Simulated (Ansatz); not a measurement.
Input, command and steps of an Ansatz relaxation.

```yaml
crystal:
  lattice:
    - [0.0, 3.8735, 3.8735]
    - [3.8735, 0.0, 3.8735]
    - [3.8735, 3.8735, 0.0]
  atoms:
    - { symbol: Ca, position: [0.0, 0.0, 0.0] }
    - { symbol: Au, position: [0.75, 0.75, 0.75] }
    - { symbol: Au, position: [0.375, 0.875, 0.375] }
    - { symbol: Au, position: [0.375, 0.375, 0.875] }
    - { symbol: Au, position: [0.375, 0.375, 0.375] }
    - { symbol: Au, position: [0.875, 0.375, 0.375] }
basis:
  ecutwfc: 420
kpoints:
  mp_grid: { grid: [8, 8, 8] }
hamiltonian:
  xc: pbesol
scf:
  occupations: { method: gaussian, width: 0.1 }
output:
  forces: true
  stress: true
  eigenvalues: true
relax:
  adjacent_minimum: "off"
  f_tol: 0.005
  max_steps: 80
  cell: { stress_tol: 0.05 }
```

```bash
ansatz run input.yaml --threads 1 --pin off --max-ram 2560MiB --backend cpu --events-out ev --progress --plain --runs-dir out
```

Theory: Ansatz, DFT PBEsol, scalar-relativistic, plane waves, PAW.

Of 4 frames 3 are shown, positions in Å and forces in eV/Å; the SCF threshold varies from step to step. Steps run on the plane waves of an earlier cell, with a Pulay correction in the pressure. The basis is chosen afresh for the last frame, the zero of the energies, and at times for earlier ones too; energy and pressure step there, also at an unchanged geometry. The mark taken_back stands on steps that the optimiser undid.

```xyz
6
Lattice="0.0000 3.8735 3.8735 3.8735 0.0000 3.8735 3.8735 3.8735 0.0000" Properties=species:S:1:pos:R:3:forces:R:3 pbc="T T T" step=1 free_energy_over_end_meV_per_atom=1.07 pressure_GPa=-1.30
Ca    0.0000    0.0000    0.0000    0.0000    0.0000    0.0000
Au    5.8102    5.8102    5.8102    0.0000    0.0000    0.0000
Au    4.8419    2.9051    4.8419   -0.0897    0.0897   -0.0897
Au    4.8419    4.8419    2.9051   -0.0897   -0.0897    0.0897
Au    2.9051    2.9051    2.9051    0.0897    0.0897    0.0897
Au    2.9051    4.8419    4.8419    0.0897   -0.0897   -0.0897
6
Lattice="0.0000 3.8440 3.8440 3.8440 0.0000 3.8440 3.8440 3.8440 0.0000" Properties=species:S:1:pos:R:3:forces:R:3 pbc="T T T" step=2 free_energy_over_end_meV_per_atom=1.52 pressure_GPa=1.57 taken_back
Ca    0.0000    0.0000    0.0000    0.0000    0.0000    0.0000
Au    5.7661    5.7661    5.7661    0.0000    0.0000    0.0000
Au    4.7990    2.8891    4.7990    0.1463   -0.1463    0.1463
Au    4.7990    4.7990    2.8891    0.1463    0.1463   -0.1463
Au    2.8891    2.8891    2.8891   -0.1463   -0.1463   -0.1463
Au    2.8891    4.7990    4.7990   -0.1463    0.1463    0.1463
6
Lattice="0.0000 3.8601 3.8601 3.8601 0.0000 3.8601 3.8601 3.8601 0.0000" Properties=species:S:1:pos:R:3:forces:R:3 pbc="T T T" step=4 free_energy_over_end_meV_per_atom=0.00 pressure_GPa=-0.05
Ca    0.0000    0.0000    0.0000    0.0000    0.0000    0.0000
Au    5.7901    5.7901    5.7901    0.0000    0.0000    0.0000
Au    4.8228    2.8974    4.8228   -0.0048    0.0048   -0.0048
Au    4.8228    4.8228    2.8974   -0.0048   -0.0048    0.0048
Au    2.8974    2.8974    2.8974    0.0048    0.0048    0.0048
Au    2.8974    4.8228    4.8228    0.0048   -0.0048   -0.0048
```

It took 96 s on 1 thread of Arm Neoverse V1 (shared host), peak memory 0.45 GiB.

Spin–orbit coupling is left out, which can shift energies with elements as heavy as these.